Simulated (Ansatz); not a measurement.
Level of theory: DFT, r2SCAN, plane waves (500 eV) with PAW, scalar-relativistic (Ansatz 0.2.0). (PAW data from PBE, frozen cores regenerated.)

An element in the diamond structure gives this curve. The cell is scaled uniformly from the relaxed one, with fractional coordinates and shape fixed. Energies are extrapolated to zero smearing, pressures are those at the given smearing. Magnetic state: spin not included.

| V (Å³/atom) | E − E₀ (meV/atom) | P (GPa) |
| --- | --- | --- |
| 24.636 | 110.4 | 12.03 |
| 25.755 | 44.7 | 6.94 |
| 26.875 | 10.3 | 3.04 |
| 27.995 | 0.0 | 0.05 |
| 29.115 | 8.0 | -2.23 |
| 30.235 | 30.1 | -3.95 |
| 31.354 | 62.5 | -5.23 |

**Question.** Which element is it?
A. tungsten
B. gold
C. gallium
D. platinum

**Answer.** B. Its fit is V₀ = 28.01 Å³/atom, B₀ = 65 GPa, B₀′ = 5.8.
